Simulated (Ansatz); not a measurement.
# Ionic part of the dielectric constant of PbF$_{2}$ at -3 GPa, mode by mode

Computed with DFT PBE+D3(BJ), scalar-relativistic, plane waves, PAW (Ansatz 0.2.0). Plane waves to 420 eV; Γ-centred k mesh 8×8×8; fixed occupations. No spin polarisation. Phonons by linear response, acoustic sum rule imposed.

The structure is cubic, space group Fm-3m (No. 225). The conventional cell has a = 6.059 Å, b = 6.059 Å, c = 6.059 Å, α = 90.00°, β = 90.00°, γ = 90.00°. Pb (site symmetry m-3m) is surrounded by 8 F at 2.62 Å. F (site symmetry -43m) has 4 Pb at 2.62 Å as nearest neighbours.

Spin–orbit coupling is left out, which matters for heavy elements.

The primitive cell has V = 55.62 Å³ and ε∞,zz = 3.263. Each polar mode adds Δε = (4.92064×10⁷/V)·S/ν² along z, with S its oscillator strength in e²/amu, ν in cm⁻¹ and V in Å³.

Problem. From these modes, find each Δε and ε0,zz.
```csv
ν (cm⁻¹),S_zz (e²/amu)
73.7,0.3084
```

Solution.
```
ν (cm⁻¹)     Δε
    73.7  50.22
```

The sum is 50.222, so ε0,zz = 53.48; the run's tensor has 53.49.

Problem. Where do the longitudinal modes lie for a wave vector along z?

Solution. At 298 cm⁻¹. The Lyddane–Sachs–Teller product Π(ν_LO/ν_TO)² = 16.39 matches ε0/ε∞ = 16.39.

Cost: 1 run of about 1.5 core-minutes, on Arm Neoverse N1 (shared hosts).